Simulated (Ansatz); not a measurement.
Consider a crystal of Na₂Yb₃P in space group P6/mmm (No. 191), with Na on 2d; Yb on 2c and 1b; P on 1a.

Level of theory: DFT PBE, scalar-relativistic, plane waves, PAW in Ansatz 0.2.0. Cutoff 420 eV, Γ-centred mesh, Gaussian smearing, no spin polarisation.

Energies over the elements count from the elements' standard structures at the same level, with no fitted energy shifts. The references include black phosphorus.

Question: Which cell and coordinates does it relax to?

Answer:

Space group P6/mmm (No. 191). a = 5.678 Å, b = 5.678 Å, c = 6.170 Å, α = 90.00°, β = 90.00°, γ = 120.00°
```csv
atom,site,symmetry,x,y,z
Na,2d,-6m2,0.3333,0.6667,0.5000
Yb,2c,-6m2,0.3333,0.6667,0.0000
Yb,1b,6/mmm,0.0000,0.0000,0.5000
P,1a,6/mmm,0.0000,0.0000,0.0000
```

Na is surrounded by 2 Yb at 3.08 Å, 3 Na at 3.28 Å and 3 Yb at 3.28 Å; Yb on a site of symmetry -6m2 has 2 Na at 3.08 Å, 3 P at 3.28 Å and 3 Yb at 3.28 Å; Yb on a site of symmetry 6/mmm is surrounded by 2 P at 3.08 Å and 6 Na at 3.28 Å; P is surrounded by 2 Yb at 3.08 Å and 6 Yb at 3.28 Å. Another local minimum with the same sites may exist.

Question: Where does its energy lie, and is it a metal?

Answer: The formation energy is +0.07 eV/atom. The gap on the 12×12×6 mesh of the 6-atom cell is 0 eV (a metal). The separate elements lie lower, so it is unstable against them.

The last run used Gaussian smearing of 0.10 eV. The reference form of P is held partly by dispersion forces, which this level lacks. The 4f shell of Yb is treated without a Hubbard U. Trial moments died out on the coarse mesh, so the last step has no spin; another magnetic start might hold. A structure relaxed within its symmetry needn't be a true minimum. Another cell of Na2Yb3P relaxed alike, in P4/mmm, lies 0.35 eV/atom lower, so this cell isn't the stable form at this level.
